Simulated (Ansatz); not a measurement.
In PBE (plane waves, PAW; program Ansatz), Zr2SiN in the hexagonal phase (P6_3/mmc; Zr on 4f, Si on 2d, N on 2a) relaxes to a = 3.262 Å, c = 13.480 Å. N has 6 nearest neighbours from 2.28 Å (octahedral). Its formation energy from the elements is -1.15 eV/atom, with no fitted shifts.

Electronic character: metallic (no gap). Gap from PBE with spin–orbit coupling: none (metallic).

An equation-of-state fit gives a bulk modulus of 162 GPa.

The start of the workflow was typed in or built on a structure type; neither database checked (COD, Materials Project) lists it. Its standing as an ambient phase is unchecked. Symmetry was held in the PBE relaxation; whether a distortion lowers the energy is not shown. The run is not spin-polarised. The references are the lowest solids computed at this level, not always the standard phases (solids in place of the gases). Spin–orbit coupling is left out wherever it is not named.

Potentials: the earlier of the program's two PAW sets.
